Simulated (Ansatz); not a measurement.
## Elastic constants of BePd (Pm-3m) under pressure

```
CELL_PARAMETERS angstrom
2.79787 0.00000 0.00000
0.00000 2.79787 0.00000
0.00000 0.00000 2.79787
ATOMIC_POSITIONS crystal
Be 0.00000 0.00000 0.00000
Pd 0.50000 0.50000 0.50000
```

This is the zero-pressure cell. At each pressure cell and atoms are relaxed in this structure, and the constants are slopes of the stress at strains of ±0.005 with relaxed ions (the coefficients that govern stability under load). Level: PBEsol, PAW on Ansatz 0.2.0's default frozen-core files (fitted under PBE), scalar-relativistic; k mesh 16×16×16, strains of ±0.005, Fermi-Dirac smearing of 0.050 eV, cutoff 420 eV. P is the pressure of the relaxed cell, less that of this one.

| P (GPa) | V/V₀ | C11 (GPa) | C12 (GPa) | C44 (GPa) |
| --- | --- | --- | --- | --- |
| 0.00 | 1.0000 | 202.2 | 185.0 | 88.4 |
| 1.01 | 0.9948 | 207.7 | 189.2 | 90.0 |
| 2.01 | 0.9898 | 213.2 | 193.3 | 91.5 |
| 3.99 | 0.9802 | 224.3 | 201.2 | 94.7 |
| 7.02 | ? | ? | ? | ? |
| 10.02 | 0.9539 | 259.3 | 223.7 | 103.8 |
| 15.00 | 0.9348 | 289.5 | 240.9 | 111.1 |

Problem. Does the bulk modulus from the constants agree with the pressure-volume curve?

Solution. A third-order Birch-Murnaghan fit to the volumes shown (F against f, f = [(V₀/V)^(2/3) − 1]/2) gives B₀ = 190.6 GPa and B′ = 4.6. Its −V dP/dV stands beside (C11 + 2C12)/3:

```
P (GPa)  from P(V)  from the constants
   0.00      190.6               190.8
   1.01      195.2               195.4
   2.01      199.8               199.9
   3.99      208.6               208.9
  10.02      235.3               235.6
  15.00      256.8               257.1
```

Problem. What are the pressure derivatives at zero pressure?

Solution. Slopes at V₀ of quadratic fits in −ln(V/V₀) through the first four rows shown, divided by B₀: dC11/dP = 5.4, dC12/dP = 4.2, dC44/dP = 1.6. The mean slopes up to 2.0 GPa are 5.5, 4.1, 1.6; curvature and scatter of the constants part the two. The combination (dC11/dP + 2 dC12/dP)/3 = 4.6 stands against B′.

Problem. Fill the row at 7.02 GPa.

Solution. Cubic fits in −ln(V/V₀) through all rows shown give C11 = 241.6, C12 = 212.8, C44 = 99.3 GPa. Computed: V/V₀ = 0.9665, C11 (GPa) = 241.6, C12 (GPa) = 212.8, C44 (GPa) = 99.3.

Problem. Does a shear stiffness soften?

Solution. C44 goes from 88.4 to 111.1 GPa; (C11 − C12)/2 goes from 8.6 to 24.3 GPa. Neither ends more than 3 % under its start, and the lattice stays mechanically stable over this range.

Limits of these numbers: no other phase was computed; many crystals of this kind change structure within this range, and rows or crossings beyond such a change describe a metastable lattice; frozen-core PAW files fitted under PBE, their cores solved anew for the functional of the run; responses of metals move with mesh and smearing; the softest shear constant rests on one k mesh, and a soft shear can herald a distortion on cooling; phonons weren't checked at these pressures.
